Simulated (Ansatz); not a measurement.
**C (Fmmm), frozen normal mode**

All numbers below come from Ansatz 0.2.0, DFT LDA, scalar-relativistic, plane waves, PAW. Settings: plane waves to 420 eV, k-mesh 16×16×6 (Γ-centred), Gaussian smearing 0.03 eV. No spin polarisation. Energies are free energies at this smearing, counted from the undisturbed cell; pressure is positive in compression.

The undisturbed cell (relaxed at this level; this form isn't the usual structure):

```xyz
4
Lattice="1.2228 2.1167 0.0000 1.2228 -2.1167 0.0000 0.0000 0.0000 -6.7195" Properties=species:S:1:pos:R:3 pbc="T T T"
C     1.2228   -1.4109    0.0000
C     1.2228    0.7057   -3.3597
C     1.2228    1.4109    0.0000
C     1.2228   -0.7057   -3.3597
```

The cell holds layers and no dispersion correction was added, so their binding is poorly described.

A zone-centre mode of this cell is frozen in: each atom moves by x times its row below, so x is the largest displacement.
```
atom ux uy uz
  C1  0.000   1.000  0.000
  C2  0.000  -1.000  0.000
  C3  0.000   1.000  0.000
  C4  0.000  -1.000  0.000
```

```
  x (Å)  ΔE (meV/cell)
-0.4000           -6.1
-0.2000           -3.8
 0.0000            0.0
 0.0500           -0.3
 0.1000           -1.2
 0.1500           -2.4
 0.2500           -5.1
 0.3000           -6.0
 0.3500           -6.4
```

**Question.** Predict the force along the mode (eV/Å) at each point.

**Answer.**
```csv
x (Å),force along the mode (eV/Å)
-0.4000,0.02
-0.2000,-0.03
0.0000,0.00
0.0500,0.01
0.1000,0.02
0.1500,0.03
0.2500,0.02
0.3000,0.01
0.3500,0.00
```

Cost: 9 runs of about 1.1 core-minutes in all, on Intel Xeon Processor @ 2.70GHz (shared hosts).